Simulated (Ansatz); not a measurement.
Bi₂Te₃ (Bi2Te3 type, space group R-3m)

```
Bi2Te3
1.0
    2.19356     1.26645    10.09527
   -2.19356     1.26645    10.09527
    0.00000    -2.53291    10.09527
Bi Te
2 3
Direct
  0.40015   0.40015   0.40015
  0.59985   0.59985   0.59985
  0.00000   0.00000   0.00000
  0.20935   0.20935   0.20935
  0.79065   0.79065   0.79065
```

The slice is a (0001) plane (indices of the conventional cell) through the point (0.400, 0.400, 0.400) (fractional), spanned by u = [1 0 -1] and v = [-1 2 -1] in vectors of this cell: u (4.39 Å) and v (7.60 Å, at 90° to u). It covers one period; positions are fractions (u, v).

Calculation: PBE-D3(BJ) (plane waves to 420 eV, PAW, scalar-relativistic; Ansatz, a quantum-chemistry and plane-wave program). k mesh 9×9×9. Near the nuclei the fields are pseudised (PAW); where an atom keeps semicore shells as valence, they peak there. Bi2Te3 was relaxed with its symmetry unable to fall. Spin-orbit coupling is left out, though Bi and Te are heavy.

### Question
Sketch the density of the lowest conduction band (whole band as if filled, smooth part) on this plane as a map.

### Answer
```
|::  ::@@##--..  ..--##@@::  |
|..::%%@@**--..  ..--**@@%%::|
|%%%%%%**==..      ..==**%%%%|
|++++==--::          ::--==++|
|........              ......|
|            ......          |
|        ..::--==--::..      |
|        ::++##%%##++::      |
|      ..==%%@@@@@@%%==..    |
|    ..--####::  ::####--..  |
|    ::++%%::  ::  ::%%++::  |
|  ..--##%%  ::  ::  %%##--..|
|  ..--##@@::  ::  ::@@##--..|
|  ..--**@@%%::..::%%@@**--..|
|    ..==**%%%%%%%%%%**==..  |
|      ::--==++++++==--::    |
|        ..............      |
|....                      ..|
|==--::..              ..::--|
|%%##++::              ::++##|
|@@@@%%==..          ..==%%@@|
|  ::####--..      ..--####::|
|::  ::%%++::      ::++%%::  |
|  ::  %%##--..  ..--##%%  ::|
```
Scale: ten equal steps from 0.005 (start of ' ') to 0.038 (end of '@'), in the order ' .:-=+*#%@'. Values: density of the lowest conduction band (whole band as if filled, smooth part) in e/Å³. The map has 14 points along u (two characters each, u = 0 at the left) and 24 along v (v = 0 in the bottom row).
